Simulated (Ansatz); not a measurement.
HfSO:
```cif
data_Hf4O4S4
_chemical_formula_sum 'Hf4 S4 O4'
_space_group_name_H-M_alt 'P213'
_space_group_IT_number 198
_space_group_name_Hall 'P 2ac 2ab 3'
_cell_length_a 5.68103
_cell_length_b 5.68103
_cell_length_c 5.68103
_cell_angle_alpha 90.000
_cell_angle_beta 90.000
_cell_angle_gamma 90.000
loop_
_atom_site_label
_atom_site_type_symbol
_atom_site_symmetry_multiplicity
_atom_site_Wyckoff_symbol
_atom_site_fract_x
_atom_site_fract_y
_atom_site_fract_z
_atom_site_occupancy
Hf1 Hf 4 a 0.32006 0.32006 0.32006 1
S1 S 4 a 0.58120 0.58120 0.58120 1
O1 O 4 a 0.90480 0.90480 0.90480 1
```

Relaxed with r²SCAN.

Question: Which orbitals make up the states near the band edges in DFT-r²SCAN in the program Ansatz with PAW potentials?

Answer: Top 1 eV of the valence band: S 3p 73 %, O 2p 15 %, Hf 5d 8 %. Bottom 1 eV of the conduction band: Hf 5d 79 %, O 2p 6 %, S 3p 5 %. Projections are on Löwdin-orthogonalised atomic valence shells; empty p or d shells of many metals are not among them.

Question: Tabulate the density of states.

Answer: States/eV per cell of 12 atoms, in 0.25 eV bins, energy from the valence-band maximum.

| E (eV) | total | Hf 5d | S 3p | O 2p |
|---|---|---|---|---|
| -7.85 | 0.00 | 0.00 | 0.00 | 0.00 |
| -7.60 | 0.00 | 0.00 | 0.00 | 0.00 |
| -7.35 | 0.00 | 0.00 | 0.00 | 0.00 |
| -7.10 | 0.00 | 0.00 | 0.00 | 0.00 |
| -6.85 | 0.00 | 0.00 | 0.00 | 0.00 |
| -6.60 | 0.00 | 0.00 | 0.00 | 0.00 |
| -6.35 | 0.00 | 0.00 | 0.00 | 0.00 |
| -6.10 | 0.00 | 0.00 | 0.00 | 0.00 |
| -5.85 | 1.12 | 0.22 | 0.21 | 0.55 |
| -5.60 | 5.83 | 1.05 | 1.05 | 3.04 |
| -5.35 | 10.21 | 1.85 | 1.71 | 5.54 |
| -5.10 | 9.43 | 2.29 | 1.36 | 5.27 |
| -4.85 | 17.43 | 4.16 | 2.30 | 10.23 |
| -4.60 | 14.58 | 2.98 | 1.53 | 9.35 |
| -4.35 | 7.04 | 1.31 | 0.93 | 4.47 |
| -4.10 | 5.77 | 0.99 | 1.08 | 3.41 |
| -3.85 | 8.13 | 1.23 | 1.42 | 5.07 |
| -3.60 | 9.78 | 1.04 | 1.94 | 6.32 |
| -3.35 | 3.84 | 0.39 | 0.78 | 2.51 |
| -3.10 | 2.00 | 0.16 | 0.33 | 1.45 |
| -2.85 | 3.64 | 0.39 | 1.67 | 1.29 |
| -2.60 | 7.70 | 1.11 | 4.29 | 1.62 |
| -2.35 | 5.32 | 0.88 | 2.63 | 1.47 |
| -2.10 | 12.12 | 2.00 | 6.06 | 3.25 |
| -1.85 | 3.71 | 0.60 | 2.18 | 0.68 |
| -1.60 | 13.35 | 2.01 | 8.28 | 2.54 |
| -1.35 | 14.31 | 1.73 | 8.90 | 3.19 |
| -1.10 | 6.33 | 0.75 | 4.17 | 1.19 |
| -0.85 | 10.30 | 1.08 | 7.26 | 1.59 |
| -0.60 | 12.98 | 1.02 | 9.57 | 1.98 |
| -0.35 | 5.75 | 0.40 | 4.32 | 0.86 |
| -0.10 | 1.34 | 0.07 | 1.03 | 0.20 |
| 0.15 | 0.00 | 0.00 | 0.00 | 0.00 |
| 0.40 | 0.00 | 0.00 | 0.00 | 0.00 |
| 0.65 | 0.00 | 0.00 | 0.00 | 0.00 |
| 0.90 | 0.00 | 0.00 | 0.00 | 0.00 |
| 1.15 | 0.00 | 0.00 | 0.00 | 0.00 |
| 1.40 | 0.00 | 0.00 | 0.00 | 0.00 |
| 1.65 | 0.00 | 0.00 | 0.00 | 0.00 |
| 1.90 | 0.00 | 0.00 | 0.00 | 0.00 |
| 2.15 | 0.00 | 0.00 | 0.00 | 0.00 |
| 2.40 | 0.00 | 0.00 | 0.00 | 0.00 |
| 2.65 | 0.00 | 0.00 | 0.00 | 0.00 |
| 2.90 | 0.00 | 0.00 | 0.00 | 0.00 |
| 3.15 | 0.00 | 0.00 | 0.00 | 0.00 |
| 3.40 | 1.97 | 1.66 | 0.10 | 0.07 |
| 3.65 | 5.32 | 4.29 | 0.26 | 0.28 |
| 3.90 | 14.89 | 11.65 | 0.74 | 0.92 |
| 4.15 | 9.68 | 7.48 | 0.54 | 0.66 |
| 4.40 | 9.52 | 7.34 | 0.59 | 0.39 |
| 4.65 | 10.37 | 7.97 | 0.73 | 0.36 |
| 4.90 | 14.23 | 10.98 | 0.95 | 0.75 |
| 5.15 | 15.02 | 10.57 | 1.34 | 0.91 |
| 5.40 | 3.64 | 2.35 | 0.44 | 0.26 |
| 5.65 | 6.24 | 3.99 | 0.80 | 0.47 |
| 5.90 | 5.88 | 3.82 | 0.61 | 0.42 |
| 6.15 | 6.92 | 4.56 | 0.39 | 0.45 |
| 6.40 | 8.73 | 5.75 | 0.40 | 0.89 |
| 6.65 | 5.30 | 3.46 | 0.42 | 0.39 |
| 6.90 | 8.78 | 5.49 | 1.08 | 0.58 |
| 7.15 | 6.10 | 3.63 | 0.82 | 0.57 |
| 7.40 | 9.28 | 5.32 | 1.35 | 0.96 |
| 7.65 | 8.38 | 4.42 | 1.16 | 1.01 |
| 7.90 | 6.81 | 3.35 | 0.96 | 0.82 |
| 8.15 | 2.72 | 0.89 | 0.30 | 0.25 |

Space group P2_13. The workflow started from a Materials Project entry (that database holds measured and hypothetical structures alike); the Crystallography Open Database copy checked does not list it. Whether it is the stable phase at ambient conditions was not checked. The r²SCAN relaxation kept the symmetry of its start; its stability against distortions is not shown here. The run is not spin-polarised. Spin–orbit coupling is left out wherever it is not named.

Potentials: the earlier of the program's two PAW sets.
